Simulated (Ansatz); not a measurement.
Polymorphs of Ir, each relaxed with r²SCAN (plane waves, PAW; program Ansatz):

A: fcc (Cu type) (Fm-3m)
a = 3.845 Å, b = 3.845 Å, c = 3.845 Å, α = 90.00°, β = 90.00°, γ = 90.00°

```
atom  site  symmetry       x       y       z
----  ----  --------  ------  ------  ------
Ir      4a      m-3m  0.0000  0.0000  0.0000
```

B: simple cubic (Pm-3m)
a = b = c = 2.5522 Å, α = β = γ = 90.00°

| atom | site | symmetry | x | y | z |
|---|---|---|---|---|---|
| Ir | 1a | m-3m | 0.0000 | 0.0000 | 0.0000 |

C: diamond (Fd-3m)
a = b = c = 5.526 Å, α = β = γ = 90.00°

```tsv
atom	site	symmetry	x	y	z
Ir	8b	-43m	0.5000	0.5000	0.5000
```

Q: Rank these by energy per atom at 0 K (lowest first), as r²SCAN gives it.

A: A (+0 meV/atom), C (+1014 meV/atom), B (+1039 meV/atom)

Constructed cells (a structure type filled with these elements, in neither database checked): B. Typed or built starts, not in the databases checked: C. Not the usual ambient phase: B; C. All cells were relaxed under the symmetry of their starts (and spin orders); stability against distortions was not tested throughout. Rows with no word on spin ran without spin polarisation. Scalar-relativistic: spin–orbit coupling is off unless named, which matters more the heavier the elements.

Energies hold the estimated change up to a 700 eV cutoff; steps of a few meV lie near the error of the meshes.

Potentials: the earlier of the program's two PAW sets.
